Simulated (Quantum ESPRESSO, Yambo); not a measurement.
## WO₃ at -1 % biaxial strain: DFT and GW levels

```cif
data_O3W
_chemical_formula_sum 'O3 W1'
_space_group_name_H-M_alt 'P4/mmm'
_space_group_IT_number 123
_space_group_name_Hall '-P 4 2'
_cell_length_a 3.75701
_cell_length_b 3.75701
_cell_length_c 3.80028
_cell_angle_alpha 90.000
_cell_angle_beta 90.000
_cell_angle_gamma 90.000
loop_
_atom_site_label
_atom_site_type_symbol
_atom_site_symmetry_multiplicity
_atom_site_Wyckoff_symbol
_atom_site_fract_x
_atom_site_fract_y
_atom_site_fract_z
_atom_site_occupancy
O1 O 1 b 0.00000 0.00000 0.50000 1
O2 O 2 f 0.00000 0.50000 0.00000 1
W1 W 1 a 0.00000 0.00000 0.00000 1
```

The PBEsol cell relaxed from Materials Project entry mp-19390 was given a biaxial strain of -1 % along x and y, z relaxed, and the atoms were relaxed again.

Starting point: norm-conserving PBEsol (Quantum ESPRESSO, 84 Ry, no spin-orbit coupling). G0W0 in Yambo: 4×4×4 Γ-centred k mesh, bands 2 to 131 and a 10 Ry block in the screening, 131 bands in G with the Bruneval-Gonze terminator, plasmon pole fitted at 27.2 eV.

| Property | Result |
|---|---|
| PBEsol gap along the band path | 0.61 eV |
| PBEsol gap between the mesh's edge points (A → Γ) | 0.61 eV |
| G0W0 gap between the same points | 1.49 eV |
| PBEsol smallest direct gap on the mesh (at Γ) | 1.66 eV |
| G0W0 direct gap at that point | 2.63 eV |

| k point | band | E PBEsol (eV) | E QP (eV) | shift (eV) | Z |
|---|---|---|---|---|---|
| Γ | VB | -1.05 | -1.32 | -0.27 | 0.76 |
| Γ | CB | 0.61 | 1.31 | 0.71 | 0.81 |
| M | VB | -0.05 | -0.24 | -0.18 | 0.75 |
| M | CB | 4.34 | 5.22 | 0.88 | 0.74 |
| A | VB | 0.00 | -0.18 | -0.18 | 0.75 |
| A | CB | 5.71 | 6.68 | 0.97 | 0.76 |

Energies count from the PBEsol valence-band maximum.

Convergence of the G0W0 settings was not tested.

Without spin-orbit coupling, band edges of such heavy elements can be off by tenths of an eV.

The structure is a Materials Project entry; no match was found in the copy of COD used, and its stability was not checked.
